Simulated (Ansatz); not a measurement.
CdS:
```
CELL_PARAMETERS angstrom
      4.19660     0.00000     0.00000
     -2.09830     3.63437     0.00000
      0.00000     0.00000     6.82843
ATOMIC_POSITIONS crystal
  Cd 0.66667 0.33333 0.00089
  Cd 0.33333 0.66667 0.50089
  S  0.66667 0.33333 0.62431
  S  0.33333 0.66667 0.12431
```

Relaxed with PBE. Special points in fractions of this cell's reciprocal vectors: Γ (0.000, 0.000, 0.000); M (0.500, 0.000, 0.000); K (0.333, 0.333, 0.000); A (0.000, 0.000, 0.500); L (0.500, 0.000, 0.500); H (0.333, 0.333, 0.500).

Question: List the band energies nearest the valence-band maximum at these points for PBE (plane waves, PAW; program Ansatz).

Answer: In eV from the valence-band maximum; about four levels below and three above (degenerate sets whole), none deeper than 8.9 eV; points with the same levels are listed once.

```tsv
k	below	above
Γ	-0.69 -0.69 -0.04 0.00 0.00	1.11 2.74 6.47 6.47
M	-2.44 -1.72 -1.18 -0.69	3.62 3.88 5.12
K	-2.85 -1.70 -1.70 -1.51	4.75 4.93 4.93
A	-0.36 -0.36 -0.36 -0.36	2.75 2.75 6.11 6.11
L	-1.24 -1.24 -1.22 -1.22	3.46 3.46 5.35 5.35
H	-2.24 -2.24 -1.03 -1.03	4.30 4.30 6.10 6.10
```

Space group P6_3mc (wurtzite). The cell was relaxed with PBE under the symmetry of its start; phonons on a q-mesh show no instability. Spin–orbit coupling is left out wherever it is not named.

Potentials: the later of the program's two PAW sets.
